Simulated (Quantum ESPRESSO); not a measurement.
## Calculated data, Si2BO5F (made-up cell)

Calculation on a made-up crystal cell, not a measurement, with one named mistake planted (healthy values lack it): periodic Kohn-Sham density functional theory in plane waves with PseudoDojo standard norm-conserving scalar-relativistic pseudopotentials, each functional with its own files (v0.5 for PBE, v0.4.1 for LDA and PBEsol), no spin polarisation, no spin-orbit coupling, atoms not relaxed, stress positive in tension, energies less a fixed whole-eV offset for each atom's element; levels are Kohn-Sham levels at fractions of this cell's reciprocal vectors, counted from the reference band (half the neutral cell's valence electrons, rounded up) at Gamma; error bars cover cutoff and k-mesh only, not smearing or the files; each bar is the largest change over components, and at least 0.002 eV, 0.002 eV per angstrom or 0.02 GPa; a charged cell sits in a uniform background, with energy and stress on this program's zero of potential; no dispersion term; energies are for the whole cell, and the offsets were chosen from early runs and are not element reference energies; a distance is the largest change of any value in units of its error bar (the energy's for the smearing term), a scale change is of lengths, and a coarse mesh keeps the half-step shift; machines and their load varied, so run times do not measure scaling. Program: Quantum ESPRESSO 7.5.

### Si2BO5F (made-up cell)

Intended structure:
```cif
# cell vector a (Å): 4.9254 0.0546 -0.0687
# cell vector b (Å): -2.4154 4.2139 -0.0028
# cell vector c (Å): -0.0754 -0.0471 5.4528
data_Si2BO5F
_symmetry_space_group_name_H-M 'P 1'
_symmetry_Int_Tables_number 1
_cell_length_a 4.9262
_cell_length_b 4.8571
_cell_length_c 5.4535
_cell_angle_alpha 90.068
_cell_angle_beta 91.597
_cell_angle_gamma 119.182
_cell_volume 113.86
loop_
_atom_site_label
_atom_site_type_symbol
_atom_site_fract_x
_atom_site_fract_y
_atom_site_fract_z
_atom_site_occupancy
Si1 Si 0.46980 0.99682 0.66996 1
Si2 Si 0.00045 0.48091 0.32370 1
B1 B 0.52649 0.53278 0.00241 1
F1 F 0.41653 0.27069 0.78312 1
O1 O 0.73857 0.15502 0.46172 1
O2 O 0.85002 0.57380 0.12880 1
O3 O 0.27197 0.41399 0.20937 1
O4 O 0.14156 0.72851 0.55000 1
O5 O 0.58760 0.85218 0.87692 1
```

* lattice type: quartz
* intended functional: pbe
* intended cutoff: 1143 eV
* intended fermi dirac smearing: 0.025 eV
* intended scf tolerance: 1e-07 eV
* intended electrons removed: 0
* healthy free energy less offsets: 6.852 eV
* healthy scf iterations: 12
* healthy smearing term minus ts: 0 eV
* healthy pressure: -4.9 GPa
* healthy stress xx: 8 GPa
* healthy stress yy: 4.73 GPa
* healthy stress zz: 1.98 GPa
* healthy stress yz: -4.98 GPa
* healthy stress xz: -9.82 GPa
* healthy stress xy: 6.71 GPa
* healthy reference band: 24
* fault kind: wide smearing
* fault smearing: 0.68 eV
* faulty run command: mpirun -np 4 pw.x -nk 4 -in in
* faulty run processor: Intel Xeon, 2023 or later, virtual cores
* intended k mesh: 5 x 5 x 4, shifted by half a step
* structure shown: as intended, without the mistake
* faulty free energy less offsets: 6.8 eV
* faulty scf iterations: 11
* faulty smearing term minus ts: -0.3038 eV
* faulty pressure: -4.367 GPa
* faulty stress xx: 7.514 GPa
* faulty stress yy: 4.205 GPa
* faulty stress zz: 1.38 GPa
* faulty stress yz: -5.131 GPa
* faulty stress xz: -9.703 GPa
* faulty stress xy: 6.717 GPa
* faulty reference band: 24
* other mistakes compared: 7
* distance from healthy: 151.9 error bars
* distance from nearest other mistake: 151.9 error bars
* healthy error bar energy: 0.002 eV
* healthy error bar stress: 0.02488 GPa
* healthy error bar force: 0.002 eV/Å
* healthy error bar next band up: 0.002 eV
* faulty wall time of scf and band steps on a shared machine: 79.5 s

Atoms:
```csv
atoms element,atom site,atom energy offset (eV)
Si,1,-115
Si,2,-115
B,3,-79
F,4,-677
O,5,-452
O,6,-452
O,7,-452
O,8,-452
O,9,-452
```

Healthy forces:
```csv
site,x (eV/Å),y (eV/Å),z (eV/Å)
1,2.528,-1.959,-3.38
2,4.159,-3.251,3.295
3,-0.617,3.257,4.33
4,-1.439,1.74,1.264
5,-0.692,-0.044,0.795
6,-8.15,1.325,-7.247
7,2.236,0.91,-2.703
8,0.152,1.641,1.013
9,1.822,-3.62,2.634
```

Healthy levels:
```csv
level k point,next band up (eV)
Gamma,4.874
"(1/2,1/2,1/2)",6.551
"(0.15,0,0)",5.13
"(0,0.15,0)",5.181
"(0,0,0.15)",5.061
```

Faulty forces:
```csv
site,x (eV/Å),y (eV/Å),z (eV/Å)
1,2.48,-1.927,-3.33
2,4.147,-3.239,3.34
3,-0.5999,3.255,4.264
4,-1.456,1.702,1.204
5,-0.6525,-0.04454,0.7438
6,-8.104,1.344,-7.195
7,2.213,0.9078,-2.662
8,0.1417,1.593,0.9857
9,1.831,-3.592,2.65
```

Faulty levels:
```csv
level k point,next band up (eV)
Gamma,4.914
"(1/2,1/2,1/2)",6.6
"(0.15,0,0)",5.172
"(0,0.15,0)",5.222
"(0,0,0.15)",5.102
```
